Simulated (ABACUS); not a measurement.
A series of runs on AgO (F-43m, 2 atoms in the cell; from Materials Project mp-8222)

```yaml
crystal:
  lattice:
    - [0.00000, 2.53352, 2.53352]
    - [2.53352, 0.00000, 2.53352]
    - [2.53352, 2.53352, 0.00000]
  atoms:
    - { symbol: Ag, position: [0.00000, 0.00000, 0.00000] }
    - { symbol: O, position: [0.25000, 0.25000, 0.25000] }
```

Base run A: PBEsol, PseudoDojo 0.4 standard norm-conserving PBEsol (tails mended) pseudopotentials run with ABACUS, self-consistent single point.

Its settings: KPT = Gamma 15 15 15 0 0 0; basis_type = pw; ecutwfc = 84 Ry; smearing_method = mp; smearing_sigma = 0.00734986 Ry; potentials = PseudoDojo 0.4 standard norm-conserving PBEsol (tails mended); symmetry = 1; symmetry_prec = 1e-05; ks_solver = dav_subspace; scf_nmax = 100; scf_thr = 1.0e-09 Ry; mixing_type = broyden.

The structure comes from a collection of computed structures, made at another level of theory; the collection holds predicted forms beside known ones.

ΔF is the free energy per atom less that of run A. 

A variant of run A gave: the free energy goes up by 36.7 meV/atom and the pressure goes from -6.45 to -9.37 GPa.

**Question.** What was changed between the two runs?
A. lattice scaled by 1.015; ecutwfc: 84 Ry → 50.4 Ry
B. lattice scaled by 0.97; ecutwfc: 84 Ry → 50.4 Ry
C. lattice scaled by 1.015
D. lattice scaled by 1.03; ecutwfc: 84 Ry → 50.4 Ry

**Answer.** C, lattice scaled by 1.015. That run gave: ΔF (meV/atom) 36.7; pressure (GPa) -9.37.

The base and the other variants:

```json
[
 {"change": "base", "ΔF (meV/atom)": "0.00", "pressure (GPa)": "-6.45"},
 {"change": "lattice scaled by 0.97", "ΔF (meV/atom)": "-21.3", "pressure (GPa)": "2.35"},
 {"change": "lattice scaled by 0.97; ecutwfc: 84 Ry → 50.4 Ry", "ΔF (meV/atom)": "1274.3", "pressure (GPa)": "-71.51"},
 {"change": "lattice scaled by 0.985", "ΔF (meV/atom)": "-20.5", "pressure (GPa)": "-2.62"},
 {"change": "lattice scaled by 0.985; ecutwfc: 84 Ry → 50.4 Ry", "ΔF (meV/atom)": "1277.5", "pressure (GPa)": "-73.23"},
 {"change": "lattice scaled by 1.015; ecutwfc: 84 Ry → 50.4 Ry", "ΔF (meV/atom)": "1333.1", "pressure (GPa)": "-73.77"},
 {"change": "lattice scaled by 1.03", "ΔF (meV/atom)": "86.7", "pressure (GPa)": "-11.55"},
 {"change": "lattice scaled by 1.03; ecutwfc: 84 Ry → 50.4 Ry", "ΔF (meV/atom)": "1382.3", "pressure (GPa)": "-73.16"},
 {"change": "ecutwfc: 84 Ry → 50.4 Ry", "ΔF (meV/atom)": "1299.9", "pressure (GPa)": "-74.01"}
]
```

At a cut-down plane-wave cutoff the stress holds a Pulay term: a spurious tension from the incomplete basis, which lowers the pressure; energies, forces and gaps of such rows are unconverged too.

“Tails mended”: in these copies of the files the far tail of each local potential was reset to the Coulomb form.
